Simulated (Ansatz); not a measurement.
Here is the system:

HfN (rock salt)

```xyz
2
Lattice="0.0000 2.2630 2.2630 2.2630 0.0000 2.2630 2.2630 2.2630 0.0000" Properties=species:S:1:pos:R:3 pbc="T T T"
N      0.0000     0.0000     0.0000
Hf     2.2630     2.2630     2.2630
```

In this cell atom 1 (N, nearest neighbour Hf at 2.263 Å; its periodic images, 3.2 Å or more away, move with it) is moved by s along Cartesian z, unit vector (0.000, 0.000, 1.000); all other atoms and the cell stay fixed.

Calculation: r2SCAN (plane waves to 500 eV, PAW, scalar-relativistic; Ansatz, a first-principles code). k mesh 14×14×14 (Γ-centred), Fermi-Dirac smearing 0.05 eV. Energies are smeared free energies. Left out: 4 of 11 points, with atoms too close for the PAW data. With partly filled bands, energies and forces of such displacements shift with the k mesh and the smearing. HfN is run without spin polarisation. HfN was relaxed with its symmetry unable to fall. Spin-orbit coupling is left out, though Hf is heavy. The PAW data are Ansatz's earlier set. ΔE is measured from the undisplaced structure.

The scan covers s from -0.408 to 0.408 Å in 7 points.

Task: Is the energy the same for equal positive and negative displacements?

Result: Even: the same for both signs. With its periodic images moving along, the atom's site symmetry in this cell is m-3m.

Task: What is the force constant k = d²E/ds² of this move at s = 0?

Result: 11.3 eV/Å².

Task: With two atoms in the cell this is the zone-centre optical mode. What wavenumber follows?

Result: 486 cm⁻¹.

(For displaced atoms, the force is minus the slope of the energy, and its curvature is a force constant, which sets phonon frequencies.)
